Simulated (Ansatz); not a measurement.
**ZrB: a vibration from a frozen displacement**

The calculation used DFT PBE, scalar-relativistic, plane waves, PAW (Ansatz). Settings: plane waves to 420 eV, k-mesh 18×18×18 (Γ-centred), Gaussian smearing 0.15 eV. No spin polarisation. Energies are free energies at this smearing, counted from the undisturbed cell; pressure is positive in compression.

The starting cell (as given, not relaxed at this level; it stands at 34.8 GPa, and it needn't be the usual structure):

```
Zr B
1.0
     0.00000    2.32500    2.32500
     2.32500    0.00000    2.32500
     2.32500    2.32500    0.00000
Zr B
1 1
Direct
  0.00000 0.00000 0.00000
  0.50000 0.50000 0.50000
```

Every Zr atom is moved by x along the Cartesian unit vector (0.000, 1.000, 0.000); the cell and all other atoms stay fixed. The cell's volume is 25.14 Å³; the moved atoms weigh 91.224 u together and the others 10.810 u. Some rows repeat others by symmetry and weren't run.

| x (Å) | ΔE (meV/cell) | total force on the moved atoms along the move (eV/Å) | pressure (GPa) |
| --- | --- | --- | --- |
| -0.5000 | 1735.83 | 8.4411 | 49.3768 |
| -0.4375 | 1262.72 | 6.7646 | 45.8697 |
| -0.3750 | 883.23 | 5.4102 | 43.0517 |
| -0.3125 | 583.67 | 4.2032 | 40.6125 |
| -0.2500 | 355.47 | 3.1160 | 38.5223 |
| -0.1875 | 191.09 | 2.1689 | 36.8883 |
| -0.1250 | 81.82 | 1.3476 | 35.7237 |
| -0.0625 | 20.04 | 0.6454 | 35.0477 |
| 0.0000 | 0.00 | 0.0000 | 34.8256 |
| 0.0625 | 20.04 | -0.6454 | 35.0477 |
| 0.1250 | 81.82 | -1.3476 | 35.7237 |
| 0.1875 | 191.09 | -2.1689 | 36.8883 |
| 0.2500 | 355.47 | -3.1160 | 38.5223 |
| 0.3125 | 583.67 | -4.2032 | 40.6125 |
| 0.3750 | 883.23 | -5.4102 | 43.0517 |
| 0.4375 | 1262.72 | -6.7646 | 45.8697 |
| 0.5000 | 1735.83 | -8.4411 | 49.3768 |

**Question.** What frequency belongs to this motion?

**Answer.** The force constant is k = −dF/dx = 10.326 eV/Å², from the parabola through x = -0.0625, 0 and 0.0625. In every cell the moved atoms swing against the rest, so the mass is μ = m₁m₂/(m₁ + m₂) = 9.665 u, and ν̃ = 521.5 cm⁻¹ × √(|k|/μ) = 539 cm⁻¹, at this cell's pressure of 34.8 GPa. To first order in x, and within 1 %, the force on every atom lies along the move and, within each of the two groups, in proportion to the atom's mass, so this is itself a mode at the zone centre of this cell.

**Question.** How far does the harmonic law reach?

**Answer.** At x = -0.500 Å, kx²/2 = 1290.80 meV against the computed 1735.83 meV (+34.5 %): the well stiffens in this direction at large amplitude.

**Question.** The pressure changes with x². What does that say about the frequency under compression?

**Answer.** With E = k(V)x²/2, k ∝ V^(−2γ) and x scaling with the cell as V^(1/3), P − P0 = −∂E/∂V = (2γ − 2/3) ΔE/V. At x = 0.1250 Å, V(P − P0) = 25.14 × 0.89812 / 160.2 eV = 140.90 meV and ΔE = 81.82 meV, so γ = 1/3 + V(P − P0)/(2ΔE) = 1.19. This is the Grüneisen parameter of the motion under uniform scaling of the cell: shrinking the cell evenly by 1 % in volume raises the frequency by about 1.19 %.

In a metal these slopes depend on the k mesh and the smearing.